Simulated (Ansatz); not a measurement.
Input file for Ansatz (a first-principles code):

Ansatz 0.2 input:
```yaml
crystal:
  lattice:
    - [4.0270622462, 0.0, 0.0]
    - [-2.0135311231, 3.4875382079, 0.0]
    - [0.0, 0.0, 17.0594718876]
  atoms:
    - { symbol: In, position: [0.3333333333, 0.6666666667, 0.1682429649] }
    - { symbol: In, position: [0.6666666667, 0.3333333333, 0.6682429649] }
    - { symbol: In, position: [0.6666666667, 0.3333333333, 0.8317570351] }
    - { symbol: In, position: [0.3333333333, 0.6666666667, 0.3317570351] }
    - { symbol: Se, position: [0.3333333333, 0.6666666667, 0.5942568639] }
    - { symbol: Se, position: [0.6666666667, 0.3333333333, 0.0942568639] }
    - { symbol: Se, position: [0.6666666667, 0.3333333333, 0.4057431361] }
    - { symbol: Se, position: [0.3333333333, 0.6666666667, 0.9057431361] }
kpoints:
  mp_grid: { grid: [5, 5, 1] }
hamiltonian:
  xc: hse06
  pseudopotentials: { kind: paw }
scf:
  n_extra_bands: 8
  occupations: { method: fixed }
output:
  eigenvalues: true
  eigenstates:
    e_range: [-9.0, 9.3]
    kpoints:
      - [0.0, 0.0, 0.0]  # VBM
      - [0.0, 0.0, 0.0]  # CBM
      - [0.0, 0.0, 0.0]  # GAMMA
      - [0.0, 0.0, 0.5]  # A
      - [0.3333333333, 0.3333333333, 0.0]  # K
      - [0.3333333333, 0.3333333333, 0.5]  # H
      - [0.5, 0.0, 0.0]  # M
      - [0.5, 0.0, 0.5]  # L
```

Output (shortened):

```
Pseudopotentials: kind: paw
Pseudopotential: In, paw, valence charge 13
Pseudopotential: Se, paw, valence charge 16
Functional definition: HSE06
davidson cushion auto → on  (no smearing: the cushion is to keep the highest requested band from converging to the state above it …
Crystal: 8 atoms, lattice volume = 239.592 Å³
Basis set: ecut = 420 eV, 4677 PW (Γ)
Bands: 66, of which v1, the nominal top of the filled ones, is band 58 counted from 1 (57 counted from 0)
Symmetry: 24 space group operations
Space group: P63/mmc (ITA 194), of the structure as read, at distance tolerance 6.2e-5 Å
k-points: 5 of 25
PAW frozen core: In, regenerated for the run's functional, and the local potential with it
PAW frozen core: Se, regenerated for the run's functional, and the local potential with it
Initial wavefunctions: pseudopotential atomic-orbital guess
Eigensolver: davidson
Functional: x = pbe(κ = 0.804, μ = 0.2195149727645171), c = pbe(β = 0.06672455060314922), warm-up for x = pbe(κ = 0.804, μ = 0.2195149727645171) + 0.25 (exact …
SCF iter   1: F=—  HF=-44271.739449 eV  |F-HF|=—  |Δ(HF+E_count)|=         —  Δρ=1.64e-3  dr2=1.64e-2  ethr=1.77e-3  ⟨swp⟩=8.6  Hψ=1381  notcnv=0
preconditioner: auto → none
SCF iter   2: F=—  HF=-44271.744331 eV  |F-HF|=—  |Δ(HF+E_count)|=   4.88e-3  Δρ=1.39e-3  dr2=3.07e-2  ethr=1.41e-5  ⟨swp⟩=5.4  Hψ=1071  notcnv=0  defer=1
iter 3 solved again at ethr=5.16e-7 eV; its pass at ethr=1.41e-5 eV (dr2=5.99e-4 eV) is discarded
SCF iter   3: F=—  HF=-44271.738929 eV  |F-HF|=—  |Δ(HF+E_count)|=   5.40e-3  Δρ=3.25e-4  dr2=6.65e-4  ethr=5.16e-7  ⟨swp⟩=4.2  Hψ=1809  notcnv=0  defer=1
SCF iter   4: F=—  HF=-44271.739006 eV  |F-HF|=—  |Δ(HF+E_count)|=   7.78e-5  Δρ=1.44e-4  dr2=2.83e-5  ethr=5.16e-7  ⟨swp⟩=3.8  Hψ=818  notcnv=0
SCF iter   5: F=-44271.739095 eV  HF=-44271.739091 eV  |F-HF|=3.82e-6  |Δ(HF+E_count)|=   8.49e-5  Δρ=2.96e-5  dr2=1.25e-6  ethr=2.44e-8  ⟨swp⟩=4.6  Hψ=995  notcnv=0
SCF 1 stopped early in 5 iterations: F = -44271.739095 eV  dr2 = 1.25e-6
Crystal: 8 atoms, lattice volume = 239.592 Å³
Initial density: handed on by an earlier stage of this run
Initial wavefunctions: those handed on with the density
Functional: x = pbe(κ = 0.804, μ = 0.2195149727645171) + 0.25 (exact − pbe) at short range (hse, ω = 0.20786987370883472 Å⁻¹), c = pbe(β = 0.06672455060314922); HSE06 as pw.x's `hse` composes it (authors' and Libxc's form: `xc: wpbeh`)
Exchange kernel: α = 0.2500, screened, ω = 0.2079 Å⁻¹, Wigner–Seitz truncation, v(0) = 1043.0820 eV·Å³, q-mesh 5×5×1, nearest image of the exchange supercell L …
Frozen-core exchange: fock
SCF iter   1: F=—  HF=-44293.850609 eV  |F-HF|=—  |Δ(HF+E_count)|=         —  Δρ=5.25e-3  dr2=7.64e-2  ethr=1.07e-8  ⟨swp⟩=10.8  Hψ=2428  notcnv=0
preconditioner: auto → none
SCF iter   2: F=—  HF=-44293.829245 eV  |F-HF|=—  |Δ(HF+E_count)|=   2.14e-2  Δρ=2.81e-3  dr2=6.09e-2  ethr=1.07e-8  ⟨swp⟩=9.6  Hψ=2064  notcnv=0
SCF iter   3: F=—  HF=-44293.820610 eV  |F-HF|=—  |Δ(HF+E_count)|=   8.64e-3  Δρ=1.36e-3  dr2=1.62e-2  ethr=1.07e-8  ⟨swp⟩=8.8  Hψ=2093  notcnv=0
SCF iter   4: F=—  HF=-44293.849106 eV  |F-HF|=—  |Δ(HF+E_count)|=   2.85e-2  Δρ=1.40e-3  dr2=6.32e-3  ethr=1.07e-8  ⟨swp⟩=7.8  Hψ=1731  notcnv=0
SCF iter   5: F=—  HF=-44293.847911 eV  |F-HF|=—  |Δ(HF+E_count)|=   1.20e-3  Δρ=6.79e-4  dr2=1.29e-3  ethr=1.07e-8  ⟨swp⟩=6.6  Hψ=1455  notcnv=0  defer=1
SCF iter   6: F=—  HF=-44293.847669 eV  |F-HF|=—  |Δ(HF+E_count)|=   2.42e-4  Δρ=1.46e-4  dr2=1.52e-4  ethr=1.07e-8  ⟨swp⟩=5.0  Hψ=1362  notcnv=0
SCF iter   7: F=—  HF=-44293.848553 eV  |F-HF|=—  |Δ(HF+E_count)|=   8.84e-4  Δρ=1.46e-4  dr2=2.22e-4  ethr=1.07e-8  ⟨swp⟩=5.4  Hψ=1286  notcnv=0
SCF iter   8: F=-44293.848503 eV  HF=-44293.848505 eV  |F-HF|=1.81e-6  |Δ(HF+E_count)|=   4.80e-5  Δρ=1.65e-5  dr2=5.59e-6  ethr=1.07e-8  ⟨swp⟩=4.8  Hψ=1150  notcnv=0
SCF 2 stopped early in 8 iterations: F = -44293.848503 eV  dr2 = 5.59e-6
hybrid outer 1: dexx = +3.500e-2 eV, tail = 2.21e-4 eV
Crystal: 8 atoms, lattice volume = 239.592 Å³
Exchange kernel: α = 0.2500, screened, ω = 0.2079 Å⁻¹, Wigner–Seitz truncation, v(0) = 1043.0820 eV·Å³, q-mesh 5×5×1, nearest image of the exchange supercell L …
Frozen-core exchange: fock
SCF iter   1: F=—  HF=-44293.848648 eV  |F-HF|=—  |Δ(HF+E_count)|=         —  Δρ=5.79e-5  dr2=1.50e-5  ethr=9.53e-7  ⟨swp⟩=2.8  Hψ=736  notcnv=0
preconditioner: auto → none
iter 2 solved again at ethr=7.18e-10 eV; its pass at ethr=1.06e-8 eV (dr2=8.33e-7 eV) is discarded
SCF iter   2: F=—  HF=-44293.848651 eV  |F-HF|=—  |Δ(HF+E_count)|=   2.35e-6  Δρ=2.72e-5  dr2=1.09e-6  ethr=7.18e-10  ⟨swp⟩=2.0  Hψ=1944  notcnv=0
SCF iter   3: F=—  HF=-44293.848652 eV  |F-HF|=—  |Δ(HF+E_count)|=   1.52e-6  Δρ=1.55e-5  dr2=4.07e-7  ethr=7.18e-10  ⟨swp⟩=4.4  Hψ=1068  notcnv=0
SCF iter   4: F=-44293.848652 eV  HF=-44293.848652 eV  |F-HF|=8.21e-9  |Δ(HF+E_count)|=   6.73e-8  Δρ=4.69e-6  dr2=3.00e-8  ethr=3.18e-10  ⟨swp⟩=3.0  Hψ=755  notcnv=0
SCF 3 converged in 4 iterations: F = -44293.848652 eV  dr2 = 3.00e-8
hybrid outer 2: dexx = +2.141e-6 eV, tail = 1.43e-7 eV, Δε = 2.18e-3 eV (about 1.08e-4 eV left of the loop's levels)
the search or the solves at the SCF's close seem to have found levels that the self-consistency loop had missed (the run counts 1) …
NSCF: frozen V_eff on 8 k-points
hybrid SCF converged: 2 outer / 12 inner (+5 warm-up), last move |dexx| = 2.14e-6 eV, tail = 1.43e-7 eV
Stability not checked (fock_operator)
Free energy (F): -44293.848652 eV
Frozen-core exchange: fock
Harris-Foulkes:  -44293.848652 eV  (|F-HF|=8.21e-9)
Internal energy: -44293.848652 eV  (E = F + TS)
E sigma→0 (E₀):  -44293.848652 eV
Fermi energy:    6.502102 eV
--- Per-component energies (eV) ---
  E_band       = -2147.267523
  E_kinetic    = 1443.315446
  E_local      = -16062.305632  (includes V_loc(G=0)·N_el)
  E_nonlocal   = -915.570840
  E_hartree    = 7405.727732
  E_xc         = -1017.224352
  E_vxc        = -630.305874  (∫ρ·V_xc dr)
  E_exx        = -402.377394  (= α·E_x^exact, valence–valence)
  E_paw        = -24142.561415  (= ΣΔE_a)
  E_vpaw       = 10.904020  (= ΣTr[D̂ρ^β])
  E_aug_tail   = -0.002297  (compensation charges beyond the density's cutoff)
  E_ewald      = -10600.610895
  E_core_change = -2.239005  (= ΣΔE_core)
  E_smearing   =  0.000000  (= −TS)
  E_closure    = 0.000000  (closes the sum)
  Σ components = -44293.848652   (vs F -44293.848652, Δ=0.00e0)
  [band-id]    e_kinetic+e_local+e_nonlocal+2·e_hartree+e_vxc+2·e_exx+e_vpaw+e_augmentation_tail = -2147.264502   (vs E_band -2147.267523, Δ=3.02e-3)
--- Band table (eV; the first three rows and the last of 5) ---
  k-point 0: bands = ["-44.6635", "-44.6635", "-44.6635", "-44.6635", "-44.6635", "-44.6635", "-44.6635", "-44.6635", "-44.6332", "-44.6332", "-44.6332", "-44.6332", "-44.6330", "-44.6330", "-44.6330", "-44.6330", "-44.6208", "-44.6208", "-44.6207", "-44.6207", "-10.0352", "-10.0347", "-9.8555", "-9.8555", "-9.8553", "-9.8553", "-9.7714", "-9.7714", "-9.7712", "-9.7712", "-9.7511", "-9.7511", "-9.7511", "-9.7511", "-9.5620", "-9.5620", "-9.5618", "-9.5618", "-9.5233", "-9.5220", "-8.1805", "-8.0457", "-7.9583", "-7.8096", "-0.2521", "0.0874", "2.0252", "2.9479", "5.0354", "5.0354", "5.0799", "5.1169", "5.1169", "5.1913", "5.1913", "5.2768", "5.2768", "6.5021", "7.7146", "8.8704", "9.4082", "9.4101", "11.6031", "11.6031", "11.7269", "11.7269"]
  k-point 1: bands = ["-44.6635", "-44.6635", "-44.6635", "-44.6634", "-44.6634", "-44.6634", "-44.6634", "-44.6634", "-44.6332", "-44.6332", "-44.6331", "-44.6331", "-44.6330", "-44.6330", "-44.6330", "-44.6330", "-44.6208", "-44.6208", "-44.6207", "-44.6207", "-10.0403", "-10.0402", "-9.9444", "-9.9392", "-9.8795", "-9.8741", "-9.8497", "-9.8494", "-9.7602", "-9.7601", "-9.7459", "-9.7458", "-9.7336", "-9.7336", "-9.6043", "-9.6029", "-9.5654", "-9.5652", "-9.4559", "-9.4554", "-7.7861", "-7.6671", "-7.5873", "-7.4571", "0.0120", "0.1755", "2.1025", "2.1859", "3.3131", "3.4793", "3.6624", "4.4598", "4.5611", "4.6857", "4.7598", "4.8958", "5.5029", "6.1402", "9.1730", "9.4879", "9.6376", "10.0246", "11.1502", "11.4193", "11.5463", "11.9476"]
  k-point 2: bands = ["-44.6634", "-44.6634", "-44.6634", "-44.6634", "-44.6633", "-44.6633", "-44.6633", "-44.6633", "-44.6332", "-44.6332", "-44.6331", "-44.6331", "-44.6331", "-44.6331", "-44.6330", "-44.6330", "-44.6207", "-44.6207", "-44.6207", "-44.6207", "-10.1211", "-10.1181", "-10.0089", "-10.0040", "-9.9757", "-9.9737", "-9.8484", "-9.8480", "-9.7751", "-9.7750", "-9.7048", "-9.7047", "-9.6965", "-9.6965", "-9.6259", "-9.6253", "-9.5703", "-9.5700", "-9.4023", "-9.4022", "-7.0516", "-6.9663", "-6.9270", "-6.8376", "-0.2695", "-0.1178", "0.6284", "0.8406", "2.4742", "3.1492", "3.4844", "3.9461", "4.1204", "4.1672", "4.3008", "4.3612", "4.8483", "5.2695", "8.4675", "8.7374", "9.1271", "9.3426", "10.7224", "11.0069", "11.2897", "11.4635"]
  k-point 4: bands = ["-44.6634", "-44.6634", "-44.6634", "-44.6634", "-44.6633", "-44.6633", "-44.6633", "-44.6633", "-44.6332", "-44.6332", "-44.6331", "-44.6331", "-44.6331", "-44.6331", "-44.6330", "-44.6330", "-44.6207", "-44.6207", "-44.6207", "-44.6207", "-10.1343", "-10.1328", "-10.0302", "-10.0277", "-9.9745", "-9.9736", "-9.8641", "-9.8636", "-9.7615", "-9.7615", "-9.7076", "-9.7075", "-9.7059", "-9.7059", "-9.6138", "-9.6136", "-9.5828", "-9.5826", "-9.3927", "-9.3925", "-6.7755", "-6.7156", "-6.7055", "-6.6441", "-0.2833", "-0.1968", "0.5449", "0.6562", "2.5510", "2.7031", "2.9115", "3.1940", "3.3243", "3.8326", "3.9697", "4.3669", "4.4942", "5.0107", "8.9981", "9.1338", "9.3919", "9.9361", "10.6986", "10.8605", "11.4834", "11.7144"]
  band table: 66 of 66 bands, residual norms ≤ 1.0e-3 eV
```

Cost: about 5 core-minutes (a rough figure) on shared cores.

The points marked VBM and CBM come from a semilocal run.

Space group P6_3/mmc. The r²SCAN+D4 relaxation kept the symmetry of its start. Spin–orbit coupling is left out wherever it is not named.

Potentials: the later of the program's two PAW sets.

Ansatz is a plane-wave DFT program.
